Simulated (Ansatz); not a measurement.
SnO2:
```xyz
6
Lattice="4.7226 0.0000 0.0000 0.0000 4.7226 0.0000 0.0000 0.0000 3.1902" Properties=species:S:1:pos:R:3 pbc="T T T"
Sn     0.0000     0.0000     0.0000
Sn     2.3613     2.3613     1.5951
O      1.4454     1.4454     0.0000
O      3.8068     0.9159     1.5951
O      0.9159     3.8068     1.5951
O      3.2772     3.2772     0.0000
```

x, y and z are the axes in which the lattice vectors are written.

**Question.** Give the high-frequency dielectric tensor and the Born effective charge tensors of the independent atoms from DFPT, the program Ansatz at the LDA level (PAW).

**Answer.** 
ε∞:
```
4.43  0.00  0.00
0.00  4.43  0.00
0.00  0.00  4.77
```
Z* of atom 1 (Sn), rows: field, columns: displacement, in e:
```
4.12  0.46  0.00
0.46  4.12  0.00
0.00  0.00  4.53
```
Z* of atom 3 (O), rows: field, columns: displacement, in e:
```
-2.06  -0.73   0.00
-0.73  -2.06   0.00
 0.00   0.00  -2.27
```

Space group P4_2/mnm (rutile). Symmetry was held in the LDA relaxation. Spin–orbit coupling is left out wherever it is not named.

Potentials: the later of the program's two PAW sets.
